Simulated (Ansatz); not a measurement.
Al$_{2}$Au (MoSi2 or CaC2 type, I4/mmm), plane-wave PAW PBE (Ansatz code), all energies at zero smearing, with the estimated change up to a 700 eV cutoff added, with one set of potentials and settings (totals compare only within such a set). Cell of 3 atoms (1 Au, 2 Al): -14226.818 eV.

```csv
element,reference phase,E (eV/atom)
Au,"Fm-3m, 1 atoms in the cell",-13151.2107
Al,"Fm-3m, 1 atoms in the cell",-537.5055
```

Formation energy per atom, worked out: (-14226.818 − 1×(-13151.2107) − 2×(-537.5055))/3 = -0.199 eV/atom (-19 kJ per mol of atoms), at 0 K, without zero-point energy or fitted corrections.

A made-up cell: these elements were put on the sites of a structure type; neither database checked (COD, Materials Project) lists it. COD files the formula under space group No. 225, so this cell is another polymorph or a model. Whether it is the stable phase at ambient conditions was not checked. The cell was relaxed with PBE under the symmetry of its start; whether a distortion lowers the energy is not shown. The references are the lowest solids computed at this level, not always the standard phases. Scalar-relativistic: spin–orbit coupling is off unless named, which matters more the heavier the elements.

Potentials: the earlier of the program's two PAW sets.
